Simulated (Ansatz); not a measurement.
# C interstitial in LaAl2Ag3, calculated

Level of theory: r2SCAN, no spin polarisation, scalar-relativistic; Ansatz, plane waves to 500 eV (PAW set soft_2), k-mesh 3×3×2 shifted by half a step.

The relaxed host crystal (no gap at this level of theory):

```yaml
crystal:
  lattice:
    - [2.73301, -4.92188, 0.00000]
    - [2.73301, 4.92188, 0.00000]
    - [0.00000, 0.00000, 4.49413]
  atoms:
    - { symbol: Ag, position: [0.67707, 0.32293, 0.00000] }
    - { symbol: Ag, position: [0.32293, 0.67707, 0.00000] }
    - { symbol: Ag, position: [0.50000, 0.50000, 0.50000] }
    - { symbol: Al, position: [0.50000, 0.00000, 0.50000] }
    - { symbol: Al, position: [0.00000, 0.50000, 0.50000] }
    - { symbol: La, position: [0.00000, 0.00000, 0.00000] }
```

Supercell of 24 atoms, rows of the matrix [[-1,-1,1],[1,1,1],[-1,1,0]] times the cell vectors; C interstitial at (0.000, 0.083, 0.500) in fractions of the cell above. Atoms are relaxed at the host's cell, from a start shaken by 0.05 Å near the defect.

Nearest atoms to the added C: relaxed Al 2.01 Å, Al 2.02 Å, La 2.36 Å, La 2.36 Å, Ag 2.92 Å, Ag 2.96 Å.

```
charge  gap of the cell on the mesh (eV)
     0                              0.00
```

Formation energy of the neutral defect: 1.33 eV, taking atoms from and to the elements' standard states (no corrections for gases), so it belongs to those chemical potentials alone.

Caveats: small supercell, so energies and levels can be off by tenths of an eV; one random start near the defect, so other minima are possible.
